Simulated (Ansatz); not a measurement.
Rb2PtC2:
```
CELL_PARAMETERS angstrom
      5.33940     0.00000     0.00000
     -2.66970     4.62406     0.00000
      0.00000     0.00000     5.19681
ATOMIC_POSITIONS crystal
  Rb 0.33333 0.66667 0.27504
  Rb 0.66667 0.33333 0.72496
  Pt 0.00000 0.00000 0.00000
  C  0.00000 0.00000 0.62256
  C  0.00000 0.00000 0.37744
```

Relaxed with PBEsol.

Map the valence electron density (e/Å³), cut off at 2 on the plane through (0.333, 0.667, 0.275) spanned by u = [0, 0, 1] and v = [1, -1, 0] in lattice vectors, from the program Ansatz at the PBEsol level (PAW).

x is the fraction of u, y of v (the angle between them is 90°; rows are the nearest grid lines); atoms in the plane: Rb at (0.00, 0.00), Rb at (0.45, 0.33), Pt at (0.72, 0.67), C at (0.35, 0.67), C at (0.10, 0.67).
```
|469963100000000000001269964|
|999741000000000000000147999|
|876421000000000000000124678|
|111000000000000000000000111|
|000000000000000000000000000|
|111111111111111123343221111|
|222222222222212248999742112|
|677799998777544999999997446|
|798899999899755999999998557|
|334444444443322499999973223|
|112222222221111235887532111|
|000000000000000001111000000|
|000000000000000000000000000|
|000000001245543210000000000|
|000000013589986421000000000|
|000000137996689842000000000|
|000000136999999741000000000|
|000000012356664210000000000|
|000000001122221100000000000|
|000000000000000000000000000|
|111000000000000000000000111|
|876421000000000000000124678|
|999741000000000000000147999|
|469963100000000000001269964|
```
Scale: ten equal steps from 0.005 (start of '0') to 2.00 (end of '9'), in the order '0123456789'; x runs from 0.000 to 1.00, y from 0.000 (bottom) to 1.00 (top).

The density is the valence pseudo-density with augmentation charge, so density and ELF within about 1 Å of a nucleus are not all-electron values.

Space group P-3m1. The workflow started from a Materials Project entry (that database holds measured and hypothetical structures alike); the Crystallography Open Database files this formula in space group No. 164, but the cells were not matched. Whether it is the stable phase at ambient conditions was not checked. Symmetry was held in the PBEsol relaxation; its stability against distortions is not shown here. The run is not spin-polarised. Spin–orbit coupling is left out wherever it is not named.

Potentials: the later of the program's two PAW sets.
